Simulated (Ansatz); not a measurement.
# Calculated with Ansatz: BaTiO₃, relaxation

input.yaml:

```yaml
crystal:
  lattice:
    - [4.07203111, 0.0, 0.0]
    - [0.0, 4.07203111, 0.0]
    - [0.0, 0.0, 4.07203111]
  atoms:
    - { symbol: Ba, position: [0.0, 0.0, 0.0] }
    - { symbol: O, position: [0.5, 0.5, 0.0] }
    - { symbol: O, position: [0.0, 0.5, 0.5] }
    - { symbol: O, position: [0.5, 0.0, 0.5] }
    - { symbol: Ti, position: [0.5, 0.5, 0.5] }
  symmetry: { tolerance: 0.0003 }
kpoints:
  mp_grid: { grid: [5, 5, 5], shift: [0, 0, 0] }
magnetization:
  spin_polarized: false
scf:
  occupations: { method: fermi_dirac }
hamiltonian:
  pseudopotentials: { kind: paw }
  xc: r2scan
  hubbard: { sites: [{ species: Ti, l: d, u_eff: 2.0 }], double_counting: fll }
basis:
  ecutwfc: 500
output:
  forces: true
  stress: true
  eigenvalues: true
relax:
  max_steps: 40
  cell: {}
```

Run with:

```bash
ansatz run input.yaml --threads 1 --pin off --max-ram 2560MiB --backend cpu --events-out ev --progress --plain --runs-dir out
```

Origin of the cell: a database entry, scaled a little.

The smearing width isn't typed, so it takes its default of 0.1 eV.

Output (shortened):

```
Ba: projections on atomic orbitals take those of the free atom [Kr 4d10] 5s2 5p6 6s2, of charge +0.00 (hamiltonian.pseudopotentials.projection_atoms); the dataset's partial waves leave at mos […]
O: projections on atomic orbitals take those of the free atom [He] 2s2 2p4, of charge +0.00 (hamiltonian.pseudopotentials.projection_atoms); the dataset's partial waves leave at most 1.9e-8 o […]
Ti: projections on atomic orbitals take those of the free atom [Ne] 3s2 3p6 3d2 4s2, of charge +0.00 (hamiltonian.pseudopotentials.projection_atoms); the dataset's partial waves leave at most […]
Pseudopotentials: kind: paw
Pseudopotential: Ba, paw, valence charge 10, recommended cutoff 500 eV (meta_gga), Ba.paw.azcp
Pseudopotential: O, paw, valence charge 6, recommended cutoff 500 eV (meta_gga), O.paw.azcp
Pseudopotential: Ti, paw, valence charge 12, recommended cutoff 500 eV (meta_gga), Ti.paw.azcp
Functional definition: r2SCAN
  exchange = r2scan_x(k0 = k0, k1 = k1, a1 = a1)
  correlation = r2scan_c
Crystal: 5 atoms, lattice volume = 67.520 Å³
[… 14 lines left out …]
Initial density: superposition of atomic densities (chi_scale 0.1, normalization cell, long waves kept (reshape's long-wave potential 0.00 eV rms))
Functional: x = r2scan, c = r2scan; τ floored in thin density (d = 2e-4 eV/Å³)
SCF iter   1: F=—  HF=-10182.263176 eV  Δρ=6.23e-2  dr2=3.62e0  dr2_τ=2.74e-1
SCF iter   2: F=—  HF=-10181.979884 eV  Δρ=3.24e-2  dr2=5.44e-1  dr2_τ=8.60e-2  defer=3
SCF iter   3: F=—  HF=-10181.983361 eV  Δρ=1.38e-2  dr2=1.65e-1  dr2_τ=1.32e-2  defer=3
SCF iter   4: F=—  HF=-10181.982361 eV  Δρ=6.66e-3  dr2=2.67e-2  dr2_τ=3.70e-3  defer=3
SCF iter   5: F=—  HF=-10181.981108 eV  Δρ=1.66e-3  dr2=1.92e-3  dr2_τ=1.68e-4  defer=1
SCF iter   6: F=—  HF=-10181.981195 eV  Δρ=4.47e-4  dr2=1.65e-4  dr2_τ=1.06e-5  defer=1
SCF iter   7: F=—  HF=-10181.981198 eV  Δρ=9.47e-5  dr2=6.27e-6  dr2_τ=2.25e-7  defer=1
SCF iter   8: F=—  HF=-10181.981203 eV  Δρ=1.36e-5  dr2=1.30e-7  dr2_τ=3.47e-9  defer=1
SCF iter   9: F=-10181.981203 eV  HF=-10181.981203 eV  Δρ=1.29e-6  dr2=1.06e-9  dr2_τ=3.00e-11
relax step   1: F+E_penalty+E_count = -10181.981203 eV  Δ(F+E_penalty+E_count) = +0.000e0 eV  max|allowed force component| = 0.0 eV/Å  Δτ_max = 0.0000 Å  P = -8.686 GPa  Ω = 67.520 Å³  (9 SCF […]
relax step   2: F+E_penalty+E_count = -10182.082104 eV  Δ(F+E_penalty+E_count) = -1.009e-1 eV  max|allowed force component| = 0.0 eV/Å  Δτ_max = 0.0000 Å  P = +1.615 GPa  Ω = 63.372 Å³  energ […]
relax step   3: F+E_penalty+E_count = -10182.084648 eV  Δ(F+E_penalty+E_count) = -2.544e-3 eV  max|allowed force component| = 0.0 eV/Å  Δτ_max = 0.0000 Å  P = -0.155 GPa  Ω = 63.989 Å³  energ […]
relax step   4: F+E_penalty+E_count = -10182.084695 eV  Δ(F+E_penalty+E_count) = -4.723e-5 eV  max|allowed force component| = 0.0 eV/Å  Δτ_max = 0.0000 Å  P = -0.002 GPa  Ω = 63.934 Å³  energ […]
relax step   5: F+E_penalty+E_count = -10182.083217 eV  Δ(F+E_penalty+E_count) = +1.477e-3 eV  max|allowed force component| = 0.0 eV/Å  Δτ_max = 0.0000 Å  P = +0.014 GPa  Ω = 63.934 Å³  stress off target by 1.36e-2 GPa […]
SCF 5 converged in 6 iterations: F = -10182.083217 eV  dr2 = 1.86e-11
basis re-selected at this cell: Δ(F+E_penalty+E_count) = +1.477e-3 eV, ΔP = +0.016 GPa vs the last step (what re-selecting the basis moved, of the pressure what is left beyond the Pulay corre […]
SCF converged after 6 iterations
Free energy (F): -10182.083217 eV
Harris-Foulkes:  -10182.083217 eV  (|F-HF|=1.82e-11)
Internal energy: -10182.083214 eV  (E = F + TS)
E sigma→0 (E₀):  -10182.083216 eV
Entropy (-TS):   -0.000003 eV (-0.001 meV/atom)
Fermi energy:    11.328940 eV
--- Per-component energies (eV) ---
  E_band       = -173.636126
  E_kinetic    = 973.623691
  E_local      = -2084.802429  (includes V_loc(G=0)·N_el)
  E_nonlocal   = 198.547553
  E_hartree    = 812.816989
  E_xc         = -475.634467
  E_vxc        = -604.574542  (∫ρ·V_xc dr)
  E_hubbard    = 1.680223  (on-site DFT+U / exact-exchange correction)
  E_vhub       = 1.173614  (the Hubbard potential's part of the band-sum identity)
  E_paw        = -6784.436314  (= ΣΔE_a)
  E_vpaw       = -319.946446  (= ΣTr[D̂ρ^β])
  E_aug_tail   = 0.003051  (compensation charges beyond the density's cutoff)
  E_vtau       = 36.705405  (kinetic-family band-sum trace: ∫τ·v_τ [+ j·A + Jᵃ·Aᵃ] dr)
  E_ewald      = -2823.602648
  E_core_change = -0.278864  (= ΣΔE_core)
  E_smearing   = -0.000003  (= −TS)
  Σ components = -10182.083217   (vs F -10182.083217, Δ=0.00e0)
--- Forces (eV/Å), atoms counted from 1 ---
  atom   1  Ba    -0.000000    -0.000000    -0.000000
  atom   2  O      0.000000    -0.000000    -0.000000
  atom   3  O     -0.000000     0.000000    -0.000000
  atom   4  O     -0.000000     0.000000     0.000000
  atom   5  Ti     0.000000    -0.000000    -0.000000
  max |Σ_I F_I| component: 0.0 eV/Å
--- Stress (GPa, compression-positive) ---
        0.013644       0.000000       0.000000
        0.000000       0.013644      -0.000000
        0.000000      -0.000000       0.013644
  P = ⅓ Tr σ = 0.0136 GPa (0.136 kbar)
Occupation matrices written to <dir>
--- Relaxed structure (4 steps of the walk, 4 accepted, 1 SCFs on fresh bases) ---
  F+E_penalty+E_count = -10182.083217 eV   max|allowed force component| = 0.0 eV/Å   (the final SCF, on the basis selected at the relaxed cell)
  cell:  # Å, volume = 63.9341 Å³
    - [3.998628, 0.0, 0.0]
    - [0.0, 3.998628, 0.0]
    - [0.0, 0.0, 3.998628]
  atoms:
    - { symbol: Ba, position: [0.0, 0.0, 0.0] }
    - { symbol: O, position: [0.500000, 0.500000, 0.0] }
    - { symbol: O, position: [0.0, 0.500000, 0.500000] }
    - { symbol: O, position: [0.500000, 0.0, 0.500000] }
    - { symbol: Ti, position: [0.500000, 0.500000, 0.500000] }
```

Caveats: the relaxation held the start's symmetry, so the end may be a saddle point.

It ran for 11 s on 1 thread of Intel(R) Xeon(R) 6975P-C (Granite Rapids) (shared host), peak memory 0.51 GiB, from the program's own first density.
